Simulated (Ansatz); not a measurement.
MnF2:
```
CELL_PARAMETERS angstrom
      3.44160    -3.44160     0.00000
      3.44160     3.44160     0.00000
      0.00000     0.00000     3.29393
ATOMIC_POSITIONS crystal
  Mn 0.00000 0.00000 0.00000
  Mn 0.50000 0.50000 0.50000
  F  0.69614 0.69614 0.00000
  F  0.80386 0.19614 0.50000
  F  0.30386 0.30386 0.00000
  F  0.19614 0.80386 0.50000
```
Starting moments (μB, in the order of the atoms Mn Mn F F F F): 4.7 -4.7 0.0 0.0 0.0 0.0.

Relaxed with r²SCAN.

Task: Map the electron localisation function on the plane through (0.000, 0.000, 0.000) spanned by u = [0, 0, 1] and v = [1, 1, 0] in lattice vectors, from r²SCAN in the plane-wave PAW code Ansatz.

Result: x is the fraction of u, y of v (the angle between them is 90°; rows are the nearest grid lines); atoms in the plane: Mn at (0.00, 0.00), Mn at (0.50, 0.50), F at (0.00, 0.70), F at (0.00, 0.30).
```
y \ x   0.000  0.0625  0.188  0.250  0.375  0.438  0.562  0.625  0.750  0.812  0.938   1.00
------  -----  ------  -----  -----  -----  -----  -----  -----  -----  -----  -----  -----
1.00    0.905   0.869  0.535  0.272  0.048  0.040  0.040  0.048  0.272  0.535  0.869  0.905
0.912   0.548   0.505  0.238  0.111  0.040  0.032  0.032  0.040  0.111  0.238  0.505  0.548
0.853   0.088   0.085  0.070  0.055  0.023  0.017  0.017  0.023  0.055  0.070  0.085  0.088
0.765   0.797   0.805  0.728  0.549  0.081  0.022  0.022  0.081  0.549  0.728  0.805  0.797
0.706   0.420   0.578  0.803  0.689  0.112  0.048  0.048  0.112  0.689  0.803  0.578  0.420
0.618   0.796   0.800  0.566  0.163  0.167  0.287  0.287  0.167  0.163  0.566  0.800  0.796
0.529   0.109   0.096  0.076  0.227  0.705  0.831  0.831  0.705  0.227  0.076  0.096  0.109
0.471   0.109   0.096  0.076  0.227  0.705  0.831  0.831  0.705  0.227  0.076  0.096  0.109
0.382   0.796   0.800  0.566  0.163  0.167  0.287  0.287  0.167  0.163  0.566  0.800  0.796
0.294   0.420   0.578  0.803  0.689  0.112  0.048  0.048  0.112  0.689  0.803  0.578  0.420
0.235   0.797   0.805  0.728  0.549  0.081  0.022  0.022  0.081  0.549  0.728  0.805  0.797
0.147   0.088   0.085  0.070  0.055  0.023  0.017  0.017  0.023  0.055  0.070  0.085  0.088
0.0882  0.548   0.505  0.238  0.111  0.040  0.032  0.032  0.040  0.111  0.238  0.505  0.548
0.000   0.905   0.869  0.535  0.272  0.048  0.040  0.040  0.048  0.272  0.535  0.869  0.905
```

The density is the valence pseudo-density with augmentation charge, so density and ELF within about 1 Å of a nucleus are not all-electron values.

Space group P4_2/mnm (rutile). Symmetry was held in the r²SCAN relaxation, as lowered by the spin order. Spin order of the final state: antiferromagnetic, chosen from 5 collinear starts compared on coarse meshes (ties went to the first, and starts can fall back to one state), not a proven ground state. Other orbital occupations within this spin state were not tried. No Hubbard U is applied.

Potentials: the later of the program's two PAW sets.
